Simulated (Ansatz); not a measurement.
# Computed properties of Al

Al:
```
CELL_PARAMETERS angstrom
      0.00000     3.68734     3.68734
      3.68734     0.00000     3.68734
      3.68734     3.68734     0.00000
ATOMIC_POSITIONS crystal
  Al 0.75000 0.75000 0.75000
  Al 0.50000 0.50000 0.50000
  Al 0.12500 0.62500 0.12500
  Al 0.12500 0.12500 0.12500
  Al 0.62500 0.12500 0.12500
  Al 0.12500 0.12500 0.62500
```

Space group Fd-3m (No. 227); conventional cell a = b = c = 7.3747 Å, α = β = γ = 90.00°.

Method: plane-wave PAW r²SCAN (Ansatz code). The cell and atoms are relaxed at this level. Other levels are named where they apply.

Cell and energy:

```yaml
volume_per_atom: 16.71 Å³
density: 2.68 g/cm³
```

Electronic structure:

```yaml
electronic_character: metallic (no gap)
Density of states at the Fermi level: 0.41 states/eV per atom (mean over ±0.08 eV)
```

Mechanics:

```yaml
Bulk modulus (Birch–Murnaghan fit): 79.5 GPa
Pressure derivative B′: 4.7
Elastic constants (relaxed ions, GPa): C11 = 109, C12 = 65.6, C44 = 40.4
mechanical_stability: stable (all eigenvalues of C positive)
hill_bulk_and_shear_moduli: 80.0 and 31.4 GPa
Young's modulus: 83.3 GPa
Poisson's ratio: 0.33
debye_temperature_from_the_elastic_constants: 447 K
```

The start of the workflow was typed in or built on a structure type; neither database checked (COD, Materials Project) lists it. It is not the phase usual at ambient conditions (space group No. 225). The cell was relaxed with r²SCAN under the symmetry of its start; its stability against distortions is not shown here. As this level gives no gap, shear constants depend on the k-mesh and smearing (Fermi–Dirac, 0.1 eV here).

Potentials: the earlier of the program's two PAW sets.
